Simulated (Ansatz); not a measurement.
CaMg2O3: computed properties

All numbers below come from DFT PBE, scalar-relativistic, plane waves, PAW (Ansatz).

Plane waves to 420 eV, a k mesh through Γ of 12×12×4 on the computed 6-atom cell and Gaussian smearing (0.02 eV); no spin polarisation.

The structure is relaxed at this level of theory with its symmetry kept, and needn't be the ground state of this composition.

Space group P-3m1 (No. 164), trigonal, a = 3.149 Å, c = 7.733 Å. Ca has 6 O at 2.33 Å, 6 Ca at 3.15 Å and 6 Mg at 3.22 Å; Mg is surrounded by 6 O at 2.18 Å, 9 Mg at 3.03–3.15 Å and 3 Ca at 3.22 Å; around O on a site of symmetry 3m lie 3 Mg at 2.18 Å and 3 Ca at 2.33 Å; O on a site of symmetry -3m is surrounded by 6 Mg at 2.18 Å.

| Item | Value |
| --- | --- |
| Volume per atom | 11.07 Å³ |
| Formation energy from the elements' standard states (uncorrected) | -2.696 eV/atom |
| Kohn–Sham band gap | 4.13 eV |
| Orbital (Löwdin) character of the top 1 eV of the valence band | O 2p 96 % |
| Bader charge by site (e) | Ca (1 in the cell) 1.45, Mg (2 in the cell) 1.72, O (2 in the cell) -1.58, O (1 in the cell) -1.72 |

The cell was found from a structure generator's guess, not taken from experiment. Kohn–Sham gaps at this level usually fall short of measured ones.
